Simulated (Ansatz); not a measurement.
Data:

PbS:
```
CELL_PARAMETERS angstrom
      0.00000     3.32372     3.32372
      3.32372     0.00000     3.32372
      3.32372     3.32372     0.00000
ATOMIC_POSITIONS crystal
  S  0.25000 0.25000 0.25000
  Pb 0.00000 0.00000 0.00000
```

This is the PBE-relaxed structure.

Question: All from DFT-PBE in the program Ansatz with PAW potentials, unless another level is named. Give the smallest direct gap on the standard path.

Answer: 1.30 eV.

Question: Next, the band gap?

Answer: 0.85 eV (indirect).

Question: Next, the hole effective mass?

Answer: 0.62, 0.62, 0.80 mₑ (principal values).

Question: What about the valence-band maximum?

Answer: at W.

Question: Predict the weight of the valence-edge state by species (Voronoi cells).

Answer: S 82 %, Pb 18 %.

Question: Predict the conduction-band minimum.

Answer: at X (3 equivalent valleys).

Space group F-43m (zinc blende). The start of the workflow was typed in or built on a structure type; neither database checked (COD, Materials Project) lists it. It is not the phase usual at ambient conditions (space group No. 225). The cell was relaxed with PBE under the symmetry of its start; its stability against distortions is not shown here. Scalar-relativistic: spin–orbit coupling is off unless named, which matters more the heavier the elements.

Potentials: the earlier of the program's two PAW sets.
